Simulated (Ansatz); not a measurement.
HgS:
```cif
data_HgS
_chemical_formula_sum 'S1 Hg1'
_space_group_name_H-M_alt 'P 1'
_space_group_IT_number 1
_cell_length_a 4.23656
_cell_length_b 4.23656
_cell_length_c 4.23656
_cell_angle_alpha 60.000
_cell_angle_beta 60.000
_cell_angle_gamma 60.000
loop_
_space_group_symop_operation_xyz
  'x, y, z'
loop_
_atom_site_label
_atom_site_type_symbol
_atom_site_fract_x
_atom_site_fract_y
_atom_site_fract_z
_atom_site_occupancy
S1 S 0.75000 0.75000 0.75000 1
Hg1 Hg 0.00000 0.00000 0.00000 1
```

Relaxed with PBE. The program Ansatz at the PBE level (PAW) gives no gap.

Task: What gap does HSE06 give on the same cell (Ansatz, PAW)?

Result: 0.31 eV. The hybrid was solved on a coarser mesh and at special points; its gap is the smallest among all of these. On such a mesh it can open a false gap in a semimetal.

```
k  v1 PBE  c1 PBE  v1 HSE06  c1 HSE06
-  ------  ------  --------  --------
Γ    0.00    0.00      0.00      0.31
X   -2.04    3.13       ___       ___
L   -0.85    1.57       ___       ___
W   -2.08    3.61       ___       ___
K   -1.65    3.22       ___       ___
```

Task: Top valence (v1) and lowest conduction level (c1) in eV from each method's valence maximum (which need not be a listed point): supply the withheld HSE06 values.

Result: 
- W, v1 HSE06: -2.29
- W, c1 HSE06: 4.77
- L, v1 HSE06: -0.93
- L, c1 HSE06: 2.50
- X, v1 HSE06: -2.21
- X, c1 HSE06: 4.14
- K, v1 HSE06: -1.80
- K, c1 HSE06: 4.26

Cost on shared cores: the PBE run (SCF on a 12×12×12 mesh, then bands and DOS) around 22 core-seconds (rough), the HSE06 run (SCF on 6×6×6, then a few points) about 60 core-seconds (a rough figure); the tasks are unlike.

Space group F-43m (zinc blende). The cell was relaxed with PBE under the symmetry of its start; of distortions, only those at the zone centre were tested. Scalar-relativistic: spin–orbit coupling is off unless named, which matters more the heavier the elements.

Potentials: the later of the program's two PAW sets.
